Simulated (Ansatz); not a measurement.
Cell and atoms are relaxed with the symmetry kept. Start:

```cif
data_structure
_symmetry_space_group_name_H-M 'R-3c:H'
_symmetry_Int_Tables_number 167
_cell_length_a 4.8087
_cell_length_b 4.8087
_cell_length_c 13.1235
_cell_angle_alpha 90.000
_cell_angle_beta 90.000
_cell_angle_gamma 120.000
_cell_volume 262.81
loop_
_atom_site_label
_atom_site_type_symbol
_atom_site_symmetry_multiplicity
_atom_site_Wyckoff_symbol
_atom_site_fract_x
_atom_site_fract_y
_atom_site_fract_z
_atom_site_occupancy
Al1 Al 12 c 0.66667 0.33333 0.18548 1
O1 O 18 e 0.63950 0.66667 0.41667 1
```

These are results of Ansatz, DFT PBE+D3(BJ), scalar-relativistic, plane waves, PAW, not measurements.

Plane waves to 420 eV, a k mesh through Γ of 6×6×6 on the computed 10-atom cell and Gaussian smearing (0.02 eV); no spin polarisation.

What does it relax to?

The volume decreases by 0.16 Å³/atom to 8.60 Å³/atom, and the energy falls by 2.2 meV/atom. Final structure:
```yaml
crystal:
  lattice:
    - [2.38990, 1.37981, 4.34602]
    - [-2.38990, 1.37981, 4.34602]
    - [0.00000, -2.75962, 4.34602]
  atoms:
    - { symbol: Al, position: [0.35210, 0.35210, 0.35210] }
    - { symbol: Al, position: [0.14790, 0.14790, 0.14790] }
    - { symbol: Al, position: [0.64790, 0.64790, 0.64790] }
    - { symbol: Al, position: [0.85210, 0.85210, 0.85210] }
    - { symbol: O, position: [0.55640, 0.94360, 0.25000] }
    - { symbol: O, position: [0.25000, 0.55640, 0.94360] }
    - { symbol: O, position: [0.94360, 0.25000, 0.55640] }
    - { symbol: O, position: [0.44360, 0.05640, 0.75000] }
    - { symbol: O, position: [0.75000, 0.44360, 0.05640] }
    - { symbol: O, position: [0.05640, 0.75000, 0.44360] }
```

Course of the relaxation (steps run on the plane waves of an earlier cell, and the basis is chosen afresh near the end, so energy and pressure can step there; trial steps that raised the energy were taken back; energies are free energies):

```json
{"step": "1", "E − E_final (meV/atom)": "2.2", "largest force component (eV/Å)": "0.006", "P (GPa)": "-4.28", "V (Å³/atom)": "8.76"}
{"step": "2", "E − E_final (meV/atom)": "0.4", "largest force component (eV/Å)": "0.007", "P (GPa)": "-2.37", "V (Å³/atom)": "8.69"}
{"step": "3", "E − E_final (meV/atom)": "-0.8", "largest force component (eV/Å)": "0.014", "P (GPa)": "0.09", "V (Å³/atom)": "8.60"}
{"step": "4", "E − E_final (meV/atom)": "-0.7", "largest force component (eV/Å)": "0.005", "P (GPa)": "0.01", "V (Å³/atom)": "8.60"}
{"step": "5", "E − E_final (meV/atom)": "-0.7", "largest force component (eV/Å)": "0.004", "P (GPa)": "0.00", "V (Å³/atom)": "8.60"}
{"step": "6", "E − E_final (meV/atom)": "0.0", "largest force component (eV/Å)": "0.004", "P (GPa)": "-0.17", "V (Å³/atom)": "8.60"}
{"step": "7", "E − E_final (meV/atom)": "0.0", "largest force component (eV/Å)": "0.000", "P (GPa)": "0.00", "V (Å³/atom)": "8.60"}
{"step": "8", "E − E_final (meV/atom)": "0.0", "largest force component (eV/Å)": "0.000", "P (GPa)": "-0.01", "V (Å³/atom)": "8.60"}
```

Cost: 1 run of about 0.69 core-minutes, on Intel Xeon Platinum 8259CL (Skylake/Cascade Lake) (shared hosts).